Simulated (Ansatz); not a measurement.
TiTe$_{2}$ (rutile, space group No. 136), DFT-r²SCAN in the program Ansatz with PAW potentials, all energies at zero smearing, with the estimated change up to a 700 eV cutoff added, with one set of potentials and settings (totals compare only within such a set). Cell of 6 atoms (2 Ti, 4 Te): -32992.571 eV.

| element | reference phase | E (eV/atom) |
|---|---|---|
| Ti | P6/mmm, 3 atoms in the cell | -2504.3941 |
| Te | P3_121, 3 atoms in the cell | -6994.9041 |

Formation energy per atom, worked out: (-32992.571 − 2×(-2504.3941) − 4×(-6994.9041))/6 = -0.694 eV/atom (-67 kJ per mol of atoms), at 0 K, without zero-point energy or fitted corrections.

Space group P4_2/mnm (rutile). The cell is a constructed one: a structure type filled with these elements; neither database checked (COD, Materials Project) lists it. COD files the formula under space group No. 164. Whether it is the stable phase at ambient conditions was not checked. The r²SCAN relaxation kept the symmetry of its start; its stability against distortions is not shown here. No spin polarisation was allowed. The references are the lowest solids computed at this level, not always the standard phases. Scalar-relativistic: spin–orbit coupling is off unless named, which matters more the heavier the elements.

Potentials: the earlier of the program's two PAW sets.
